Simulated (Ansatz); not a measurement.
Be2C (fluorite or antifluorite type, Fm-3m), plane-wave PAW LDA (Ansatz code). The conduction-band minimum lies at X, with 3 equivalent valleys. Second derivatives d²E/dk² of the lowest band at one valley (eV·Å²), along Cartesian directions:

```
direction  d²E/dk²
---------  -------
[100]        10.74
[010]        32.47
[001]        32.47
[110]        21.61
[101]        21.61
[011]        32.46
```

Q: Find the principal effective masses, the density-of-states mass and the conductivity mass.

A: Off-diagonal terms follow from H_xy = H[110] − (H_xx + H_yy)/2, and m*/mₑ = 7.620 eV·Å² over each eigenvalue: 0.23, 0.23, 0.71. One valley's DOS mass (m₁m₂m₃)^(1/3) = 0.34, conductivity mass 3/(Σ 1/mᵢ) = 0.30 mₑ.

Q: What effective density of states Nc follows at 300 K for parabolic valleys?

A: Nc = 2.509e19 × 3 × (0.34)^(3/2) ≈ 1.5e19 cm⁻³.

Q: With the computed static dielectric constant 14.0 (mean of the diagonal), estimate a hydrogenic donor's binding energy and radius.

A: E = 13.606 eV × 0.30/14.0² ≈ 21 meV; a = 0.529 Å × ε/m* ≈ 25 Å. Semilocal masses tend to be too small where the gap is.

The LDA relaxation kept the symmetry of its start; phonons on a q-mesh show no instability.

Potentials: the later of the program's two PAW sets.
